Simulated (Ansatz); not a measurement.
BaO (rock salt, space group No. 225), the program Ansatz at the PBE level (PAW): ε∞ = 4.18, cell volume 43.28 Å³. Infrared-active transverse modes:

```
ω_TO (cm⁻¹)  oscillator strength S_xx (e²/amu)
-----------  ---------------------------------
71.1                                    0.5212
```

**Question.** Compute the static dielectric constant.

**Answer.** Each mode adds (4.921e7/V) S/ω²: 117.35. So ε0 = 122.

**Question.** What LO frequency does the Lyddane–Sachs–Teller relation give?

**Answer.** ω_LO = ω_TO √(ε0/ε∞) = 383 cm⁻¹.

Space group Fm-3m (rock salt). The cell was relaxed with PBE under the symmetry of its start; phonons on a q-mesh show no instability. Spin–orbit coupling is left out wherever it is not named.

Potentials: the later of the program's two PAW sets.
